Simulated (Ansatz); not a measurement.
Here is an unrelaxed guess for La2Hf3O3.

```cif
data_structure
_symmetry_space_group_name_H-M 'I4/mmm'
_symmetry_Int_Tables_number 139
_cell_length_a 5.6143
_cell_length_b 5.6143
_cell_length_c 10.3417
_cell_angle_alpha 90.000
_cell_angle_beta 90.000
_cell_angle_gamma 90.000
_cell_volume 325.98
loop_
_atom_site_label
_atom_site_type_symbol
_atom_site_symmetry_multiplicity
_atom_site_Wyckoff_symbol
_atom_site_fract_x
_atom_site_fract_y
_atom_site_fract_z
_atom_site_occupancy
La1 La 4 e 0.50000 0.50000 0.20718 1
Hf1 Hf 4 d 0.00000 0.50000 0.25000 1
Hf2 Hf 2 a 0.00000 0.00000 0.00000 1
O1 O 4 c 0.00000 0.50000 0.00000 1
O2 O 2 b 0.50000 0.50000 0.00000 1
```

Level of theory: Ansatz 0.2.0, DFT PBE, scalar-relativistic, plane waves, PAW. Cutoff 420 eV; k points 4×4×4 on the computed 8-atom cell (Γ-centred); Gaussian smearing, width 0.10 eV; no spin polarisation.

Energies over the elements count from the elements' standard structures at the same level (O₂ as a molecule), with no fitted energy shifts.

Question: Estimate its pressure, forces and energy as it stands.

Answer: The pressure is -2.2 GPa (the mean over three directions, positive in compression), the largest force is 4.87 eV/Å, and the energy is −0.04 eV/atom against the elements. The shortest distance is 2.14 Å.

Question: How much does it gain on relaxing, and where does it end?

Answer: Relaxing gains about 0.43 eV/atom (the start's value is from the coarse mesh, so the gain is rough) in 14 ionic steps and ends at −0.47 eV/atom on the finer mesh. The symmetry stays I4/mmm (No. 139). The volume per atom grows by 9.1 %, from 20.4 to 22.2 Å³. The shortest distance goes from 2.14 Å (La–O) to 1.93 Å (La–O). The ratio c/a of the conventional cell changes by a factor of 0.76. Conventional cell: a = 6.326 Å, c = 8.886 Å. Around La lie 1 O at 1.93 Å, 1 Hf at 2.52 Å and 4 Hf at 3.18 Å; around Hf on a site of symmetry -4m2 lie 2 O at 2.22 Å and 4 La at 3.18 Å; around O on a site of symmetry mmm lie 2 Hf at 2.22 Å; 2 more sites not described.

The last run used an 8×8×8 mesh for its 8-atom cell and Gaussian smearing of 0.10 eV. Spin–orbit coupling, which can matter for Hf, is left out. The relaxation can't lower the symmetry of the start. Symmetry constrained the relaxation, so the result can be a saddle point.
